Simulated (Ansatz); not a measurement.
Li: computed property card

Li:
```yaml
crystal:
  lattice:
    - [3.05302, 0.00000, 0.00000]
    - [-1.52651, 2.64400, 0.00000]
    - [0.00000, 0.00000, 5.00276]
  atoms:
    - { symbol: Li, position: [0.33333, 0.66667, 0.25000] }
    - { symbol: Li, position: [0.66667, 0.33333, 0.75000] }
```

Space group P6_3/mmc (No. 194), hcp (Mg type); conventional cell a = b = 3.0530 Å, c = 5.0028 Å, α = β = 90.00°, γ = 120.00°.

Method: plane-wave PAW PBEsol (Ansatz code). The cell and atoms are relaxed at this level. Other levels are named where they apply.

**Cell and energy**

```json
{
 "volume_per_atom": "20.19 Å³",
 "density": "0.57 g/cm³"
}
```

**Electronic structure**

```json
{
 "electronic_character": "metallic (no gap)",
 "Density of states at the Fermi level": "0.52 states/eV per atom (mean over ±0.08 eV)"
}
```

The workflow started from a Materials Project entry (that database holds measured and hypothetical structures alike); the Crystallography Open Database files this formula in space group No. 194, but the cells were not matched. It is not the phase usual at ambient conditions (space group No. 229). The PBEsol relaxation kept the symmetry of its start; its stability against distortions is not shown here. Axis ratios of metals converge slowly with the k-mesh, so a and c are less sure than the volume.

Potentials: the later of the program's two PAW sets.
